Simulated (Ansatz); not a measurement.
KBr (rock salt, space group No. 225), plane-wave PAW r²SCAN (Ansatz code). The conduction-band minimum lies at Γ, with 1 equivalent valley. Second derivatives d²E/dk² of the lowest band at one valley (eV·Å²), along Cartesian directions:

```
direction  d²E/dk²
---------  -------
[100]        19.75
[010]        19.75
[001]        19.75
[110]        19.75
[101]        19.75
[011]        19.75
```

Q: Find the principal effective masses, the density-of-states mass and the conductivity mass.

A: Off-diagonal terms follow from H_xy = H[110] − (H_xx + H_yy)/2, and m*/mₑ = 7.620 eV·Å² over each eigenvalue: 0.39, 0.39, 0.39. One valley's DOS mass (m₁m₂m₃)^(1/3) = 0.39, conductivity mass 3/(Σ 1/mᵢ) = 0.39 mₑ.

Q: What effective density of states Nc follows at 300 K for parabolic valleys?

A: Nc = 2.509e19 × 1 × (0.39)^(3/2) ≈ 6.1e18 cm⁻³.

Q: With the computed static dielectric constant 4.81 (mean of the diagonal), estimate a hydrogenic donor's binding energy and radius.

A: E = 13.606 eV × 0.39/4.81² ≈ 230 meV; a = 0.529 Å × ε/m* ≈ 6.5 Å. Semilocal masses tend to be too small where the gap is.

Q: With ε∞ = 2.44 and ω_LO = 163 cm⁻¹, what Fröhlich coupling constant follows?

A: α = (1/ε∞ − 1/ε0) √(m* × 13.606 eV/ħω_LO) = 3.3.

Space group Fm-3m (rock salt). The r²SCAN relaxation kept the symmetry of its start; phonons on a q-mesh show no instability. Spin–orbit coupling is left out wherever it is not named.

Potentials: the later of the program's two PAW sets.
